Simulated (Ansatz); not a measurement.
Crystals of one structure type (fcc (Cu type)), relaxed and computed with the program Ansatz at the PBE+D3(BJ) level (PAW).

```
crystal  a (Å)                               spin order and moments (μB)
-------  -----  --------------------------------------------------------
Al       3.982                                        not spin-polarised
Ni       3.479  ferromagnetic; net 0.63 per atom; largest site about 0.7
Cu       3.563                                        not spin-polarised
Rh       3.793                                        not spin-polarised
Ir       3.840                                        not spin-polarised
Pt       3.928                                        not spin-polarised
Au       4.102                                        not spin-polarised
Pb           ?                                        not spin-polarised
```

Task: Some entries are withheld; supply them.

Result: 
- Pb, a (Å): 4.959

Spin orders computed, not proven ground states: Ni, fcc (Cu type) ferromagnetic. All cells were relaxed under the symmetry of their starts (and spin orders); stability against distortions was not tested throughout. Rows with no word on spin ran without spin polarisation. Spin–orbit coupling is left out wherever it is not named.

Potentials: the earlier of the program's two PAW sets.
